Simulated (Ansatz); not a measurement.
A geometry of SnO away from equilibrium: the start of the relaxation of a generated cell, SnO placed in the AFLOW prototype AB_hP4_186_b_a (B12, as in BN). Computed with PBE (plane waves to 420 eV, PAW, scalar-relativistic; Ansatz, a first-principles code). Γ-centred k-mesh 9×9×3 on the run's cell (coarser than for final values), Fermi–Dirac smearing 0.05 eV.

```xyz
4
Lattice="3.0438 0.0000 0.0000 -1.5219 2.6360 0.0000 0.0000 0.0000 8.1248" Properties=species:S:1:pos:R:3 pbc="T T T"
O      1.5219     0.8787     7.7185
O      0.0000     1.7573     3.6561
Sn     0.0000     0.0000     0.0000
Sn     0.0000     0.0000     4.0624
```

### Question
What forces act on the atoms (eV/Å)?

### Answer
```
atom    Fx    Fy     Fz
----  ----  ----  -----
O1    0.00  0.00  -8.01
O2    0.00  0.00  -8.01
Sn3   0.00  0.00   8.01
Sn4   0.00  0.00   8.01
```

### Question
What is the pressure?

### Answer
+82.8 GPa, compression positive.

No spin polarisation in the result.

The run could not lose the symmetry of its start: the end is stationary, and may be a saddle point rather than a minimum.

The end of the path is a generated cell of SnO: the first start was made by placing the elements on the sites of a structure type, and the end was not matched to a known phase here, so it may be hypothetical. Known forms of SnO include space group No. 129.
